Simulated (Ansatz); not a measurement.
**Structures of HfSc₃: which is lowest?**

Plane-wave DFT in Ansatz with scalar-relativistic PAW potentials, cutoff 420 eV, Γ-centred meshes chosen by cell and gap, Gaussian smearing with energies taken to zero width. Every cell was relaxed (cell and atoms) in a run of its own, within the symmetry of its start. Functional: PBE.

Relaxed structures (starts from databases or built by putting these elements on another compound's sites):
A. Pm-3m, 4 atoms in the computed cell, a = 4.556 Å; sites (symmetry × multiplicity) Hf m-3m × 1, Sc 4/mm.m × 3; start: built
B. I4/mmm, 4 atoms in the computed cell, a = 4.567 Å, c = 9.060 Å; sites (symmetry × multiplicity) Hf 4/mmm × 2, Sc -4m2 × 4 + 4/mmm × 2; start: built

Rank them by energy. Could pressure change the order?

```csv
structure,group,E − E(lowest) (meV/atom),V (Å³/atom),gap on mesh (eV)
B,I4/mmm,0.0,23.63,0.00
A,Pm-3m,6.2,23.64,0.00
```

B is lowest, 6 meV/atom under A. The two lowest differ in volume by under 3 %, too little for a first-order estimate of what pressure does to that pair (other pairs aren't weighed here); with rigid cells even 3 % in favour of the higher one would need about 1 GPa. Other structures may lie lower than all of these, and vibrations aren't counted.

Spin-orbit coupling is left out, which matters for the bands of heavy elements.